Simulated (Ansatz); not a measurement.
AgI (wurtzite)

```cif
data_Ag2I2
_chemical_formula_sum 'Ag2 I2'
_space_group_name_H-M_alt 'P63mc'
_space_group_IT_number 186
_space_group_name_Hall 'P 6c -2c'
_cell_length_a 4.68522
_cell_length_b 4.68522
_cell_length_c 7.66214
_cell_angle_alpha 90.000
_cell_angle_beta 90.000
_cell_angle_gamma 120.000
loop_
_atom_site_label
_atom_site_type_symbol
_atom_site_symmetry_multiplicity
_atom_site_Wyckoff_symbol
_atom_site_fract_x
_atom_site_fract_y
_atom_site_fract_z
_atom_site_occupancy
Ag1 Ag 2 b 0.66667 0.33333 0.00005 1
I1 I 2 b 0.33333 0.66667 0.12515 1
```

E(V) scan at fixed shape, V₀ the volume above. The atoms relax within the cell's symmetry.

Level of theory: PBE (plane waves to 420 eV, PAW, scalar-relativistic; Ansatz, a first-principles code). k mesh 8×8×5 (Γ-centred), Fermi-Dirac smearing 0.05 eV. Energies are smeared free energies. With the shape held, the modulus is that of even scaling; a crystal free to change shape is softer. AgI was relaxed with its symmetry unable to fall. Spin-orbit coupling is left out, though I is heavy. ΔE is measured from the relaxed starting cell.

```csv
V (Å³/atom),ΔE (meV/atom)
34.230,12.1
34.776,6.6
35.323,2.8
35.869,0.7
36.415,0.0
36.961,0.6
37.507,2.5
38.054,5.4
38.600,9.4
```

**Question.** What bulk modulus at fixed cell shape B₀ follows from a third-order Birch-Murnaghan fit?

**Answer.** 25.9 GPa.

**Question.** What is the fitted pressure derivative B₀′?

**Answer.** 5.3.

(A scan under strain: stresses follow from slopes of the energy per volume, elastic moduli from its curvatures.)
